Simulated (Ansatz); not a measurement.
Input:

Mg₃SnO (anti-perovskite, Pm-3m), a = b = c = 4.345 Å, α = β = γ = 90.00°.

This is the r²SCAN-relaxed structure.

Question: All from the program Ansatz at the r²SCAN level (PAW), unless another level is named. Predict the electronic character.

Answer: metallic (no gap).

Question: Next, the formation energy from the elements (no fitted shifts)?

Answer: -1133 meV/atom.

Question: Give the density of states at the Fermi level.

Answer: 0.06 states/eV per atom (mean over ±0.08 eV).

Question: Give the gap with spin–orbit coupling.

Answer: none (metallic).

The start of the workflow was typed in or built on a structure type; neither database checked (COD, Materials Project) lists it. Its standing as an ambient phase is unchecked. The cell was relaxed with r²SCAN under the symmetry of its start; its stability against distortions is not shown here. The references are the lowest solids computed at this level, not always the standard phases (solids in place of the gases). Spin–orbit coupling is left out wherever it is not named.

Potentials: the later of the program's two PAW sets.
